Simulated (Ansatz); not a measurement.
All numbers below come from Ansatz 0.2.0, DFT PBE, scalar-relativistic, plane waves, PAW. All cells share a 420 eV cutoff and Γ-centred k meshes spaced at most about 0.3 Å⁻¹ (about 0.25 or finer for metals, 2π included). No spin polarisation in the final relaxations.

These are static total energies at zero pressure.

Two relaxed structures of Nb3C2:

1.

Space group P6_3/mmc (No. 194). a = 3.510 Å, b = 3.510 Å, c = 13.165 Å, α = 90.00°, β = 90.00°, γ = 120.00°
```
atom  site  symmetry       x       y       z
  Nb    4f       3m.  0.3333  0.6667  0.0794
  Nb    2b      -6m2  0.0000  0.0000  0.2500
   C    2a      -3m.  0.0000  0.0000  0.0000
   C    2c      -6m2  0.3333  0.6667  0.2500
```

2.

Space group Cmmm (No. 65). a = 4.432 Å, b = 13.226 Å, c = 4.478 Å, α = 90.00°, β = 90.00°, γ = 90.00°
| atom | site | symmetry | x | y | z |
| --- | --- | --- | --- | --- | --- |
| Nb | 4j | m2m | 0.5000 | 0.6626 | 0.5000 |
| Nb | 2c | mmm | 0.5000 | 0.0000 | 0.5000 |
| Nb | 4i | m2m | 0.0000 | 0.6687 | 0.0000 |
| Nb | 2a | mmm | 0.0000 | 0.0000 | 0.0000 |
| C | 4i | m2m | 0.5000 | 0.6669 | 0.0000 |
| C | 2b | mmm | 0.5000 | 0.0000 | 0.0000 |
| C | 2d | mmm | 0.0000 | 0.0000 | 0.5000 |

Task: Which is lower in energy, and by how much?

Result: Cell 2 is lower, by 244 meV/atom. Cell 1 has space group P6_3/mmc (No. 194), 14.0 Å³/atom and no gap on its mesh; cell 2 has space group Cmmm (No. 65), 13.1 Å³/atom and no gap. Counting C atoms around Nb (those within 1.25 times the shortest such distance or 1.15 times the sum of covalent radii, 1.27 where that leaves under three; a slash parts the counts of unlike sites), cell 1 has Nb 3/4 and cell 2 has Nb 3/4/6. The denser one is the lower, and pressure would at first widen the difference. In cell 1, Nb on a site of symmetry 3m has 4 C at 2.25–2.28 Å and 6 Nb at 2.91–3.02 Å; Nb on a site of symmetry -6m2 is surrounded by 3 C at 2.03 Å; around C on a site of symmetry -3m lie 6 Nb at 2.28 Å; 1 more site not described. In cell 2, Nb on a site of symmetry m2m is surrounded by 3 C at 2.15–2.24 Å; around Nb on a site of symmetry mmm lie 4 C at 2.22–2.24 Å; C on a site of symmetry m2m is surrounded by 6 Nb at 2.17–2.24 Å; 4 more sites not described. Both come from invented guesses.

Cells relaxed within their symmetry can be saddle points.
